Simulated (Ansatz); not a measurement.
A trial cell of Si₂GeN, before relaxation:

```cif
data_structure
_symmetry_space_group_name_H-M 'P 1'
_symmetry_Int_Tables_number 1
_cell_length_a 2.9667
_cell_length_b 3.5328
_cell_length_c 5.6924
_cell_angle_alpha 90.000
_cell_angle_beta 90.000
_cell_angle_gamma 90.000
_cell_volume 59.66
loop_
_atom_site_label
_atom_site_type_symbol
_atom_site_fract_x
_atom_site_fract_y
_atom_site_fract_z
_atom_site_occupancy
Si1 Si 0.00000 0.50000 0.27085 1
Si2 Si 0.00000 0.50000 0.72915 1
Ge1 Ge 0.50000 0.50000 0.50000 1
N1 N 0.00000 0.00000 0.00000 1
```

Level of theory: Ansatz 0.2.0, DFT PBE, scalar-relativistic, plane waves, PAW. Cutoff 420 eV, Gaussian smearing, Γ-centred meshes. Cell and atoms relax first on a coarse mesh and then on a finer one. In between, the cell is made exact in the group found at 0.06 Å. In metals the finer mesh still leaves noise of several meV/atom or more. The steps can't lower the symmetry of their start. No spin polarisation.

A guess keeps its type if space group and coordination stay and the shape of the cell changes little (axis ratios within about 15 %, angles within 6°); the volume may change.

Task: Will the relaxed cell still be of the starting type?

Result: It doesn't keep its type. The symmetry stays Pmmm (No. 47). The volume per atom grows by 7.0 %, from 14.9 to 16.0 Å³. The shortest distance goes from 1.98 Å (Si–Ge) to 1.89 Å (Si–N). Counting neighbours within 15 % of an atom's shortest distance, the start has Ge 4, N 4, Si 2 and the end Ge 6, N 4, Si 2. In detail, at the end Si is surrounded by 2 N at 1.89 Å and 2 Ge at 2.58 Å; Ge is surrounded by 4 Si at 2.58 Å and 2 Ge at 2.67 Å; around N lie 4 Si at 1.89 Å.

```xyz
4
Lattice="2.6686 0.0000 0.0000 0.0000 4.1555 0.0000 0.0000 0.0000 5.7573" Properties=species:S:1:pos:R:3 pbc="T T T"
Si    1.3343    0.0000    1.3436
Si    1.3343    0.0000    4.4137
Ge    1.3343    2.0777    2.8786
N     0.0000    0.0000    0.0000
```

The last run used an 18×12×8 mesh (in the run's order of axes) for its 4-atom cell and Gaussian smearing of 0.10 eV. An odd number of electrons in the primitive cell allows no gap without spin; a larger cell or a magnetic state could open one. The cell is a metal run without spin; a magnetic state may lie lower. A structure relaxed within its symmetry needn't be a true minimum.
